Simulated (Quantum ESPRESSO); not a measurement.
TaZrNbO6F2, finding a planted mistake in a log

Simulated, not a measurement. The program is pw.x of Quantum ESPRESSO 7.5 (plane-wave density functional theory). The cell is made up: 11 atoms on a fluorite lattice with one site empty, with randomly drawn elements, strain and displacements, not relaxed. PseudoDojo standard norm-conserving files (v0.5 for PBE, v0.4.1 for LDA and PBEsol) set the functional; there is no spin polarisation, spin-orbit coupling or dispersion term, and the masses in the input are unused placeholders.

Intended input:

```
&control calculation='scf', pseudo_dir='./dojo.nc.sr.pbe.v0_5.standard.upf', outdir='./o', disk_io='low', tprnfor=.true., tstress=.true. /
&system ibrav=0, nat=11, ntyp=5, nbnd=50, ecutwfc=84.00895049, nosym=.true., tot_charge=0,
 occupations='smearing', smearing='fd', degauss=0.0018374661
/
&electrons conv_thr=7.350e-09, electron_maxstep=60, /
ATOMIC_SPECIES
F 1.0 F.upf
Nb 1.0 Nb.upf
O 1.0 O.upf
Ta 1.0 Ta.upf
Zr 1.0 Zr.upf
CELL_PARAMETERS angstrom
5.1838 0.0 0.0
0.0 5.1838 0.0
0.0 0.0 5.1838
ATOMIC_POSITIONS angstrom
Ta 0.2069 2.6175 2.5507
Zr 2.5459 0.0734 2.7686
Nb 2.6715 2.6902 0.0036
O 1.3166 1.5096 1.4664
O 1.1802 1.172 3.872
O 1.2475 3.7509 1.3578
O 1.2505 3.7469 3.9749
F 3.7927 1.2645 1.2492
F 3.8913 1.1482 3.9142
O 3.8784 3.8413 1.3491
O 3.7826 3.8709 3.8227
K_POINTS automatic
4 4 4 1 1 1
```

The log is shortened where brackets say so; the opening notice, blank lines, dates and the lines on written files are dropped, and the path of the files is cut. It prints rydbergs, bohrs and kilobars, and counts compression as positive stress. Where no state is partly filled, the Fermi energy that it prints is only some level between the filled and the empty states on the mesh, and need not lie in the true gap.

Log of the intended run:

```
     Program PWSCF v.7.5
     Parallel version (MPI & OpenMP), running on       4 processor cores
     Number of MPI processes:                 4
     Threads/MPI process:                     1
     [start-up lines left out]
     bravais-lattice index     =            0
     lattice parameter (alat)  =       9.7960  a.u.
     unit-cell volume          =     940.0291 (a.u.)^3
     number of atoms/cell      =           11
     number of atomic types    =            5
     number of electrons       =        88.00
     number of Kohn-Sham states=           50
     kinetic-energy cutoff     =      84.0090  Ry
     charge density cutoff     =     336.0358  Ry
     scf convergence threshold =      7.3E-09
     mixing beta               =       0.7000
     number of iterations used =            8  plain     mixing
     Exchange-correlation= PBE
                           (   1   4   3   4   0   0   0)
     [axes and pseudopotential details left out]
   Cartesian axes
     site n.     atom                  positions (alat units)
         1        Ta     tau(   1) = (   0.0399128   0.5049385   0.4920522  )
         2        Zr     tau(   2) = (   0.4911262   0.0141595   0.5340870  )
         3        Nb     tau(   3) = (   0.5153555   0.5189629   0.0006945  )
         4        O      tau(   4) = (   0.2539836   0.2912149   0.2828813  )
         5        O      tau(   5) = (   0.2276708   0.2260890   0.7469424  )
         6        O      tau(   6) = (   0.2406536   0.7235812   0.2619314  )
         7        O      tau(   7) = (   0.2412323   0.7228095   0.7667927  )
         8        F      tau(   8) = (   0.7316447   0.2439330   0.2409815  )
         9        F      tau(   9) = (   0.7506655   0.2214977   0.7550831  )
        10        O      tau(  10) = (   0.7481770   0.7410201   0.2602531  )
        11        O      tau(  11) = (   0.7296964   0.7467302   0.7374320  )
     number of k points=    32  Fermi-Dirac smearing, width (Ry)=  0.0018
                       cart. coord. in units 2pi/alat
        k(    1) = (   0.1250000   0.1250000   0.1250000), wk =   0.0625000
        k(    2) = (   0.1250000   0.1250000   0.3750000), wk =   0.0625000
     [further k points left out]
     Dense  grid:    97569 G-vectors     FFT dimensions: (  60,  60,  60)
     Estimated max dynamical RAM per process >     238.87 MB
     Estimated total dynamical RAM >     884.01 MB
     Initial potential from superposition of free atoms
     starting charge      87.9944, renormalised to      88.0000
     Starting wfcs are   62 randomized atomic wfcs
     total cpu time spent up to now is        4.4 secs
     per-process dynamical memory:   161.7 Mb
     Self-consistent Calculation
     iteration #  1     ecut=    84.01 Ry     beta= 0.70
     Davidson diagonalization with overlap
     ethr =  1.00E-02,  avg # of iterations =  2.0
     total cpu time spent up to now is       10.3 secs
     total energy              =    -650.56987191 Ry
     estimated scf accuracy    <       5.99832275 Ry
     iteration #  2     ecut=    84.01 Ry     beta= 0.70
     Davidson diagonalization with overlap
     ethr =  6.82E-03,  avg # of iterations =  6.0
     total cpu time spent up to now is       20.5 secs
     total energy              =    -646.31412463 Ry
     estimated scf accuracy    <      51.57377918 Ry
     [iterations 3 to 17 left out]
     iteration # 18     ecut=    84.01 Ry     beta= 0.70
     Davidson diagonalization with overlap
     ethr =  5.06E-11,  avg # of iterations =  4.2
     total cpu time spent up to now is      133.2 secs
     total energy              =    -653.82439192 Ry
     estimated scf accuracy    <          9.3E-09 Ry
     iteration # 19     ecut=    84.01 Ry     beta= 0.70
     Davidson diagonalization with overlap
     ethr =  1.06E-11,  avg # of iterations =  2.2
     total cpu time spent up to now is      139.1 secs
     End of self-consistent calculation
     [lines on levels left out]
     the Fermi energy is     9.2317 ev
!    total energy              =    -653.82439192 Ry
     estimated scf accuracy    <          5.1E-09 Ry
     smearing contrib. (-TS)   =      -0.00000000 Ry
     internal energy E=F+TS    =    -653.82439192 Ry
     The total energy is F=E-TS. E is the sum of the following terms:
     one-electron contribution =    -205.20804675 Ry
     hartree contribution      =     147.67260789 Ry
     xc contribution           =    -147.23232306 Ry
     ewald contribution        =    -449.05663000 Ry
     convergence has been achieved in  19 iterations
     Forces acting on atoms (cartesian axes, Ry/au):
     atom    1 type  4   force =     0.09839347    0.08010883    0.00273227
     atom    2 type  5   force =    -0.08441229   -0.08473766   -0.01848243
     atom    3 type  2   force =    -0.04369517    0.17094329    0.03094752
     atom    4 type  3   force =     0.02425985   -0.05504996   -0.02129415
     atom    5 type  3   force =     0.05251314    0.04989941   -0.01262197
     atom    6 type  3   force =     0.03566514    0.04375434    0.02407471
     atom    7 type  3   force =     0.02892307   -0.06363201   -0.02928880
     atom    8 type  1   force =     0.00186441    0.01039963    0.01909856
     atom    9 type  1   force =    -0.01271459    0.06036327   -0.00003585
     atom   10 type  3   force =    -0.05589147   -0.11000831   -0.03593159
     atom   11 type  3   force =    -0.04490556   -0.10204084    0.04080173
     Total force =     0.341648     Total SCF correction =     0.000135
     Computing stress (Cartesian axis) and pressure
          total   stress  (Ry/bohr**3)                   (kbar)     P=     -160.87
  -0.00124885   0.00012764  -0.00013582         -183.71       18.78      -19.98
   0.00012764  -0.00079079   0.00007304           18.78     -116.33       10.74
  -0.00013582   0.00007304  -0.00124107          -19.98       10.74     -182.57
     init_run     :      3.95s CPU      4.13s WALL (       1 calls)
     electrons    :    134.32s CPU    134.78s WALL (       1 calls)
     forces       :      1.34s CPU      1.35s WALL (       1 calls)
     stress       :      4.57s CPU      4.70s WALL (       1 calls)
     [timing details left out]
     PWSCF        :   2m24.45s CPU   2m25.29s WALL
     JOB DONE.
```

A second run was made from an input with one planted mistake. Its log:

```
     Program PWSCF v.7.5
     Parallel version (MPI & OpenMP), running on       4 processor cores
     Number of MPI processes:                 4
     Threads/MPI process:                     1
     [start-up lines left out]
     bravais-lattice index     =            0
     lattice parameter (alat)  =       9.7960  a.u.
     unit-cell volume          =     940.0291 (a.u.)^3
     number of atoms/cell      =           11
     number of atomic types    =            5
     number of electrons       =        89.00
     number of Kohn-Sham states=           51
     kinetic-energy cutoff     =      84.0090  Ry
     charge density cutoff     =     336.0358  Ry
     scf convergence threshold =      7.3E-09
     mixing beta               =       0.7000
     number of iterations used =            8  plain     mixing
     Exchange-correlation= PBE
                           (   1   4   3   4   0   0   0)
     [axes and pseudopotential details left out]
   Cartesian axes
     site n.     atom                  positions (alat units)
         1        Ta     tau(   1) = (   0.0399128   0.5049385   0.4920522  )
         2        Zr     tau(   2) = (   0.4911262   0.0141595   0.5340870  )
         3        Nb     tau(   3) = (   0.5153555   0.5189629   0.0006945  )
         4        O      tau(   4) = (   0.2539836   0.2912149   0.2828813  )
         5        O      tau(   5) = (   0.2276708   0.2260890   0.7469424  )
         6        O      tau(   6) = (   0.2406536   0.7235812   0.2619314  )
         7        O      tau(   7) = (   0.2412323   0.7228095   0.7667927  )
         8        F      tau(   8) = (   0.7316447   0.2439330   0.2409815  )
         9        F      tau(   9) = (   0.7506655   0.2214977   0.7550831  )
        10        O      tau(  10) = (   0.7481770   0.7410201   0.2602531  )
        11        O      tau(  11) = (   0.7296964   0.7467302   0.7374320  )
     number of k points=    32  Fermi-Dirac smearing, width (Ry)=  0.0018
                       cart. coord. in units 2pi/alat
        k(    1) = (   0.1250000   0.1250000   0.1250000), wk =   0.0625000
        k(    2) = (   0.1250000   0.1250000   0.3750000), wk =   0.0625000
     [further k points left out]
     Dense  grid:    97569 G-vectors     FFT dimensions: (  60,  60,  60)
     Estimated max dynamical RAM per process >     241.31 MB
     Estimated total dynamical RAM >     893.80 MB
     Initial potential from superposition of free atoms
     starting charge      87.9944, renormalised to      89.0000
     Starting wfcs are   62 randomized atomic wfcs
     total cpu time spent up to now is        4.9 secs
     per-process dynamical memory:   170.7 Mb
     Self-consistent Calculation
     iteration #  1     ecut=    84.01 Ry     beta= 0.70
     Davidson diagonalization with overlap
     ethr =  1.00E-02,  avg # of iterations =  2.0
     total cpu time spent up to now is       10.8 secs
     total energy              =    -650.03692703 Ry
     estimated scf accuracy    <       5.42387767 Ry
     iteration #  2     ecut=    84.01 Ry     beta= 0.70
     Davidson diagonalization with overlap
     ethr =  6.09E-03,  avg # of iterations =  6.0
     total cpu time spent up to now is       21.2 secs
     total energy              =    -646.11429337 Ry
     estimated scf accuracy    <      47.51553891 Ry
     [iterations 3 to 16 left out]
     iteration # 17     ecut=    84.01 Ry     beta= 0.70
     Davidson diagonalization with overlap
     ethr =  5.40E-11,  avg # of iterations =  2.1
     total cpu time spent up to now is      133.8 secs
     total energy              =    -653.07574222 Ry
     estimated scf accuracy    <       0.00000002 Ry
     iteration # 18     ecut=    84.01 Ry     beta= 0.70
     Davidson diagonalization with overlap
     ethr =  2.41E-11,  avg # of iterations =  2.2
     total cpu time spent up to now is      139.5 secs
     End of self-consistent calculation
     [lines on levels left out]
     the Fermi energy is    10.5828 ev
!    total energy              =    -653.07574222 Ry
     estimated scf accuracy    <          6.7E-09 Ry
     smearing contrib. (-TS)   =      -0.00216175 Ry
     internal energy E=F+TS    =    -653.07358048 Ry
     The total energy is F=E-TS. E is the sum of the following terms:
     one-electron contribution =    -204.83206760 Ry
     hartree contribution      =     149.11217475 Ry
     xc contribution           =    -148.29705762 Ry
     ewald contribution        =    -449.05663000 Ry
     convergence has been achieved in  18 iterations
     Forces acting on atoms (cartesian axes, Ry/au):
     atom    1 type  4   force =     0.08851796    0.10867290    0.00970598
     atom    2 type  5   force =    -0.08228391   -0.10752271   -0.01106410
     atom    3 type  2   force =    -0.05394032    0.12748814    0.03177551
     atom    4 type  3   force =     0.02175560   -0.06012011   -0.01942461
     atom    5 type  3   force =     0.04679210    0.04713686   -0.01738531
     atom    6 type  3   force =     0.02950678    0.04457200    0.03773151
     atom    7 type  3   force =     0.01585120   -0.05357285   -0.05618695
     atom    8 type  1   force =     0.01192129    0.00701651    0.03266255
     atom    9 type  1   force =    -0.00765339    0.05944444   -0.00862687
     atom   10 type  3   force =    -0.03881394   -0.09362421   -0.00440665
     atom   11 type  3   force =    -0.03165336   -0.07949096    0.00521894
     Total force =     0.317283     Total SCF correction =     0.000218
     Computing stress (Cartesian axis) and pressure
          total   stress  (Ry/bohr**3)                   (kbar)     P=       33.99
   0.00012284   0.00018249  -0.00011502           18.07       26.85      -16.92
   0.00018249   0.00038843   0.00004971           26.85       57.14        7.31
  -0.00011502   0.00004971   0.00018195          -16.92        7.31       26.77
     init_run     :      4.53s CPU      4.71s WALL (       1 calls)
     electrons    :    134.31s CPU    134.69s WALL (       1 calls)
     forces       :      1.37s CPU      1.40s WALL (       1 calls)
     stress       :      4.45s CPU      4.56s WALL (       1 calls)
     [timing details left out]
     PWSCF        :   2m24.86s CPU   2m25.62s WALL
     JOB DONE.
```

Question: what was wrong in the second input?

Answer: the cell has the wrong charge. The input lines that differ, file-writing options aside:

```
- &system ibrav=0, nat=11, ntyp=5, nbnd=50, ecutwfc=84.00895049, nosym=.true., tot_charge=0,
+ &system ibrav=0, nat=11, ntyp=5, nbnd=51, ecutwfc=84.00895049, nosym=.true., tot_charge=-1,
```

|  | intended run | run with the mistake |
| --- | --- | --- |
| free energy (eV) | -8895.734 | -8885.548 |
| smearing term -TS (eV) | 0.0000 | -0.0294 |
| pressure (GPa) | -16.09 | 3.40 |
| largest force component (eV/Å) | 4.395 | 3.278 |
| largest change of a force component (eV/Å) |  | 1.117 |
| iterations | 19 | 18 |

For scale, a rerun of the intended cell at 1467 eV and a 6 x 6 x 6 mesh moved values by no more than 0.002 eV in energy, 0.05 GPa in stress and 0.005 eV/Å in force. The charged cell sits in a uniform background, so its energy and stress rest on the program's zero of potential. The number of bands, nbnd, was set by rule from the electron count and the smearing, so it follows the mistake.